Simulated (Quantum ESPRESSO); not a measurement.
## Ga3TaHf2LiMg (input and log of a self-consistent run)

Computed values, not a measurement. The program is pw.x of Quantum ESPRESSO 7.5 (plane-wave density functional theory). The cell is made up: eight metal atoms on a hexagonal close-packed lattice, with elements, volume, strain and displacements drawn at random and not relaxed, so it may be unstable or far from any real phase. PseudoDojo standard norm-conserving files set the functional (PBE unless stated); there is no spin polarisation or spin-orbit coupling, the Fermi-Dirac width of 0.25 eV means electrons at about 2900 K, and the masses in the input are unused placeholders. Heavy elements are run without spin-orbit coupling, which real alloys of them have. A spin test at this wide smearing found no moment, but such smearing suppresses magnetism that the real alloy may have.

Input:

```
&control calculation='scf', pseudo_dir='./dojo.nc.sr.pbe.v0_5.standard.upf', outdir='./o', disk_io='medium', tprnfor=.true., tstress=.true. /
&system ibrav=0, nat=8, ntyp=5, nbnd=57, ecutwfc=84.00895049, nosym=.true., tot_charge=0,
 occupations='smearing', smearing='fd', degauss=0.0183746611
/
&electrons conv_thr=1.470e-08, electron_maxstep=70, mixing_beta=0.5 /
ATOMIC_SPECIES
Ga 1.0 Ga.upf
Hf 1.0 Hf.upf
Li 1.0 Li.upf
Mg 1.0 Mg.upf
Ta 1.0 Ta.upf
CELL_PARAMETERS angstrom
4.7826 -2.7232 0.0952
-3.2486 0.0721 -5.0242
3.1957 5.459 -0.0449
ATOMIC_POSITIONS angstrom
Ga 0.0074 0.0116 -0.0447
Ta 1.6273 2.7977 0.0168
Hf -0.0197 1.8171 -2.5409
Li 1.4894 4.5508 -2.588
Ga 3.1658 -0.0513 0.0676
Mg 4.7921 2.8713 0.1214
Ga 1.5344 -0.7876 -2.4181
Hf 3.1453 1.9171 -2.5465
K_POINTS automatic
5 5 4 1 1 1
```

The log is shortened where brackets say so; the opening notice, blank lines, dates and the lines on written files are dropped, and the path of the files is cut. It prints rydbergs, bohrs and kilobars, and counts compression as positive stress. Its total energy is the free energy E - TS of the whole cell.

```
     Program PWSCF v.7.5
     Parallel version (MPI & OpenMP), running on       1 processor cores
     Number of MPI processes:                 1
     Threads/MPI process:                     1
     [start-up lines left out]
     bravais-lattice index     =            0
     lattice parameter (alat)  =      10.4018  a.u.
     unit-cell volume          =    1171.2925 (a.u.)^3
     number of atoms/cell      =            8
     number of atomic types    =            5
     number of electrons       =        89.00
     number of Kohn-Sham states=           57
     kinetic-energy cutoff     =      84.0090  Ry
     charge density cutoff     =     336.0358  Ry
     scf convergence threshold =      1.5E-08
     mixing beta               =       0.5000
     number of iterations used =            8  plain     mixing
     Exchange-correlation= PBE
                           (   1   4   3   4   0   0   0)
     [axes and pseudopotential details left out]
   Cartesian axes
     site n.     atom                  positions (alat units)
         1        Ga     tau(   1) = (   0.0013444   0.0021074  -0.0081208  )
         2        Ta     tau(   2) = (   0.2956376   0.5082684   0.0030521  )
         3        Hf     tau(   3) = (  -0.0035790   0.3301192  -0.4616146  )
         4        Li     tau(   4) = (   0.2705848   0.8267605  -0.4701715  )
         5        Ga     tau(   5) = (   0.5751425  -0.0093199   0.0122811  )
         6        Mg     tau(   6) = (   0.8705984   0.5216396   0.0220552  )
         7        Ga     tau(   7) = (   0.2787601  -0.1430862  -0.4393051  )
         8        Hf     tau(   8) = (   0.5714182   0.3482866  -0.4626320  )
     number of k points=    50  Fermi-Dirac smearing, width (Ry)=  0.0184
                       cart. coord. in units 2pi/alat
        k(    1) = (   0.1424399   0.0410009  -0.2010691), wk =   0.0400000
        k(    2) = (   0.2508595   0.2290556  -0.2684735), wk =   0.0400000
     [further k points left out]
     Dense  grid:   121763 G-vectors     FFT dimensions: (  64,  72,  72)
     Estimated max dynamical RAM per process >     211.48 MB
     Initial potential from superposition of free atoms
     starting charge      88.9820, renormalised to      89.0000
     Starting wfcs are   64 randomized atomic wfcs
     total cpu time spent up to now is       70.3 secs
     per-process dynamical memory:   114.0 Mb
     Self-consistent Calculation
     iteration #  1     ecut=    84.01 Ry     beta= 0.50
     Davidson diagonalization with overlap
     ethr =  1.00E-02,  avg # of iterations =  3.1
     Threshold (ethr) on eigenvalues was too large:
     Diagonalizing with lowered threshold
     Davidson diagonalization with overlap
     ethr =  1.83E-04,  avg # of iterations =  6.2
     total cpu time spent up to now is      435.9 secs
     total energy              =    -947.83703667 Ry
     estimated scf accuracy    <       0.18626710 Ry
     iteration #  2     ecut=    84.01 Ry     beta= 0.50
     Davidson diagonalization with overlap
     ethr =  2.09E-04,  avg # of iterations =  2.0
     total cpu time spent up to now is      571.2 secs
     total energy              =    -947.84423616 Ry
     estimated scf accuracy    <       0.07862032 Ry
     iteration #  3     ecut=    84.01 Ry     beta= 0.50
     Davidson diagonalization with overlap
     ethr =  8.83E-05,  avg # of iterations =  2.6
     total cpu time spent up to now is      717.7 secs
     total energy              =    -947.85835740 Ry
     estimated scf accuracy    <       0.05982302 Ry
     iteration #  4     ecut=    84.01 Ry     beta= 0.50
     Davidson diagonalization with overlap
     ethr =  6.72E-05,  avg # of iterations =  2.0
     total cpu time spent up to now is      847.8 secs
     total energy              =    -947.86493752 Ry
     estimated scf accuracy    <       0.01726289 Ry
     iteration #  5     ecut=    84.01 Ry     beta= 0.50
     Davidson diagonalization with overlap
     ethr =  1.94E-05,  avg # of iterations =  2.0
     total cpu time spent up to now is      955.9 secs
     total energy              =    -947.86709918 Ry
     estimated scf accuracy    <       0.00406709 Ry
     [iterations 6 to 7 left out]
     iteration #  8     ecut=    84.01 Ry     beta= 0.50
     Davidson diagonalization with overlap
     ethr =  1.95E-07,  avg # of iterations =  2.1
     total cpu time spent up to now is     1287.8 secs
     total energy              =    -947.86775081 Ry
     estimated scf accuracy    <       0.00000657 Ry
     iteration #  9     ecut=    84.01 Ry     beta= 0.50
     Davidson diagonalization with overlap
     ethr =  7.38E-09,  avg # of iterations =  5.7
     total cpu time spent up to now is     1444.9 secs
     total energy              =    -947.86775248 Ry
     estimated scf accuracy    <       0.00000093 Ry
     iteration # 10     ecut=    84.01 Ry     beta= 0.50
     Davidson diagonalization with overlap
     ethr =  1.05E-09,  avg # of iterations =  2.0
     total cpu time spent up to now is     1577.1 secs
     total energy              =    -947.86775261 Ry
     estimated scf accuracy    <       0.00000012 Ry
     iteration # 11     ecut=    84.01 Ry     beta= 0.50
     Davidson diagonalization with overlap
     ethr =  1.30E-10,  avg # of iterations =  4.3
     total cpu time spent up to now is     1707.1 secs
     total energy              =    -947.86775263 Ry
     estimated scf accuracy    <       0.00000003 Ry
     iteration # 12     ecut=    84.01 Ry     beta= 0.50
     Davidson diagonalization with overlap
     ethr =  3.51E-11,  avg # of iterations =  2.0
     total cpu time spent up to now is     1815.3 secs
     End of self-consistent calculation
     [lines on levels left out]
!    total energy              =    -947.86775264 Ry
     estimated scf accuracy    <          2.5E-09 Ry
     smearing contrib. (-TS)   =      -0.09559990 Ry
     internal energy E=F+TS    =    -947.77215274 Ry
     The total energy is F=E-TS. E is the sum of the following terms:
     one-electron contribution =    -394.35689370 Ry
     hartree contribution      =     237.87694364 Ry
     xc contribution           =    -230.81156581 Ry
     ewald contribution        =    -560.48063685 Ry
     convergence has been achieved in  12 iterations
     Forces acting on atoms (cartesian axes, Ry/au):
     atom    1 type  1   force =    -0.01378467    0.00314979   -0.00138838
     atom    2 type  5   force =    -0.01189973   -0.00689703    0.00927552
     atom    3 type  2   force =    -0.00486296    0.00183425    0.01610901
     atom    4 type  3   force =     0.00553689    0.01138238    0.00203463
     atom    5 type  1   force =     0.01221245    0.02267690   -0.00886987
     atom    6 type  4   force =    -0.00404109   -0.00583349   -0.02737887
     atom    7 type  1   force =     0.01085974    0.00036302   -0.01225876
     atom    8 type  2   force =     0.00597936   -0.02667582    0.02247673
     Total force =     0.063173     Total SCF correction =     0.000163
     Computing stress (Cartesian axis) and pressure
          total   stress  (Ry/bohr**3)                   (kbar)     P=      -89.92
  -0.00058356  -0.00003589   0.00001405          -85.84       -5.28        2.07
  -0.00003589  -0.00064842  -0.00005446           -5.28      -95.39       -8.01
   0.00001405  -0.00005446  -0.00060174            2.07       -8.01      -88.52
     init_run     :     64.46s CPU     70.11s WALL (       1 calls)
     electrons    :   1703.65s CPU   1744.93s WALL (       1 calls)
     forces       :     10.29s CPU     10.41s WALL (       1 calls)
     stress       :     55.25s CPU     55.60s WALL (       1 calls)
     [timing details left out]
     PWSCF        :  30m34.22s CPU  31m23.44s WALL
     JOB DONE.
```

In other units: free energy -12896.398 eV for the cell, pressure -8.99 GPa, largest force component 0.704 eV/Å in size. The run took 1885 s of wall time with one process on a shared machine (AMD EPYC, Zen 5, virtual cores), so the time is rough. A rerun of this cell at a higher cutoff and on a denser mesh moved values by no more than 0.005 eV in energy, 0.06 GPa in stress and 0.009 eV/Å in force, and a second program with other atomic files agreed on that cell to 2 % rms in force and 0.5 GPa in pressure.